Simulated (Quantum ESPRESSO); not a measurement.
## Si12Ge4 (convergence and cost over cutoff and k mesh)

Simulated, not a measurement. The program is pw.x of Quantum ESPRESSO 7.5 (plane-wave density functional theory). The cell is made up: 16 atoms on a doubled zincblende/diamond lattice, with randomly drawn elements, strain and displacements, not relaxed. PseudoDojo standard norm-conserving files (v0.5 for PBE, v0.4.1 for LDA and PBEsol) set the functional; there is no spin polarisation, spin-orbit coupling or dispersion term, and the masses in the input are unused placeholders.

Input of the run in row 4:

```
&control calculation='scf', pseudo_dir='./dojo.nc.sr.pbe.v0_5.standard.upf', outdir='./o', disk_io='medium', tprnfor=.true., tstress=.true. /
&system ibrav=0, nat=16, ntyp=2, nbnd=58, ecutwfc=77.98206166, nosym=.true., tot_charge=0,
 occupations='smearing', smearing='fd', degauss=0.0018374661
/
&electrons conv_thr=7.350e-09, electron_maxstep=60, /
ATOMIC_SPECIES
Ge 1.0 Ge.upf
Si 1.0 Si.upf
CELL_PARAMETERS angstrom
5.6993 0.0 0.0
0.0 5.6993 0.0
0.0 0.0 11.3985
ATOMIC_POSITIONS angstrom
Si -0.0051 0.0043 -0.0259
Si -0.0074 2.8598 2.8246
Si 2.8372 -0.0302 2.8208
Si 2.8462 2.9049 0.0365
Si -0.015 0.0018 5.703
Si 0.0059 2.864 8.544
Si 2.8419 0.0208 8.5517
Si 2.8332 2.8277 5.6727
Si 1.4409 1.4495 1.4357
Ge 1.383 4.2988 4.2764
Si 4.2846 1.4264 4.2701
Ge 4.2918 4.2491 1.3986
Ge 1.4482 1.4526 7.1056
Si 1.4236 4.2973 9.9642
Si 4.2826 1.4096 9.9709
Ge 4.2556 4.2672 7.0927
K_POINTS automatic
4 4 2 1 1 1
```

The same cell was run at these settings. Meshes are shifted by half a step, and differences are from the last row, which is itself not exact.

```
cutoff (eV)     k mesh  k points solved  threshold (eV)  free energy less the last row's (eV)  pressure (GPa)  largest stress difference (GPa)  largest force difference (eV/Å)  iterations  wall time (s)  k-point pools                  processor
        743  2 x 2 x 2                4           1e-04                                 7.976          -35.03                            30.22                            0.016           9            108              1      AMD EPYC, Zen 5 class
       1061  2 x 2 x 2                4           1e-07                                 0.357           -5.78                             1.03                            0.015          13            429              1      AMD EPYC, Zen 5 class
        537  4 x 4 x 2               16           1e-07                               146.150         -261.47                           255.68                            0.073          14            486              1      AMD EPYC, Zen 5 class
       1061  4 x 4 x 2               16           1e-07                                 0.034           -5.84                             0.04                            0.001          13           1304              1      AMD EPYC, Zen 5 class
       1347  6 x 6 x 4               72           1e-07                                 0.000           -5.80                             0.00                            0.000          13            961              4  Intel Xeon, 2023 or later
```

Each pool is one process. Wall times include start-up and a band step at six k points, which weighs most on the coarsest meshes. The runs were on shared virtual cores whose load varied, so times are rough.